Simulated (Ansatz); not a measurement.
ZnInGaO4:
```xyz
7
Lattice="1.6574 0.9569 8.5829 -1.6574 0.9569 8.5829 0.0000 -1.9139 8.5829" Properties=species:S:1:pos:R:3 pbc="T T T"
Zn     0.0000     0.0000     5.6309
In     0.0000     0.0000     0.0757
Ga     0.0000     0.0000    20.2678
O      0.0000     0.0000     7.5982
O      0.0000     0.0000    18.3135
O      0.0000     0.0000     3.1201
O      0.0000     0.0000    22.2401
```

Relaxed with PBEsol. Independent-particle spectrum: no excitons, no local fields, no scissors shift; 0.1 eV broadening; ε₁ of the summed bands alone.

Task: Tabulate the dielectric function from plane-wave PAW PBEsol (Ansatz code).

Result: 

```
E (eV)  ε₁ xx  ε₂ xx  ε₁ zz  ε₂ zz
------  -----  -----  -----  -----
0.0      4.52   0.00   4.54   0.00
0.4      4.55   0.00   4.56   0.00
0.8      4.65   0.00   4.65   0.00
1.2      5.01   0.20   4.85   0.01
1.6      4.78   0.52   5.31   0.11
2.0      4.75   0.52   5.42   1.16
2.4      4.88   0.56   4.96   1.47
2.8      5.13   0.90   4.65   1.58
3.2      5.05   1.28   4.45   1.62
3.6      4.95   1.54   4.33   1.63
4.0      4.68   1.76   4.32   1.62
4.4      4.61   1.77   4.32   1.77
4.8      4.65   1.85   4.32   1.91
5.2      4.74   2.23   4.36   2.11
5.6      4.51   2.47   4.08   2.89
6.0      4.26   2.33   3.57   2.37
6.4      4.73   2.56   3.95   2.57
6.8      4.79   3.57   3.83   2.81
7.2      3.39   3.51   3.38   2.90
7.6      3.85   3.29   3.48   3.15
8.0      3.48   3.80   2.81   3.10
8.4      3.48   4.19   2.51   2.83
8.8      2.49   5.23   3.02   3.06
9.2      1.63   4.10   2.79   3.29
9.6      1.17   3.96   1.91   3.41
10.0     1.45   3.46   2.11   3.53
10.4     1.66   3.08   2.02   2.18
10.8     1.41   3.53   2.44   3.25
11.2     1.31   3.49   2.34   3.36
11.6     1.35   3.56   1.42   4.15
12.0     0.49   3.74   1.30   3.59
```

Task: From ε at 1.4 eV (xx: 4.89 + 0.47i), find n, k, the normal reflectivity and the absorption coefficient.

Result: n = 2.21, k = 0.106, R = 14 %, α = 2kE/ħc = 15000 cm⁻¹.

With all bands, ε∞ without local fields is 4.76 (xx = yy), 4.76 (zz). DFPT, with local fields, gives 4.63 (xx = yy), 4.62 (zz).

Space group R3m. Symmetry was held in the PBEsol relaxation. Spin–orbit coupling is left out wherever it is not named.

Potentials: the later of the program's two PAW sets.
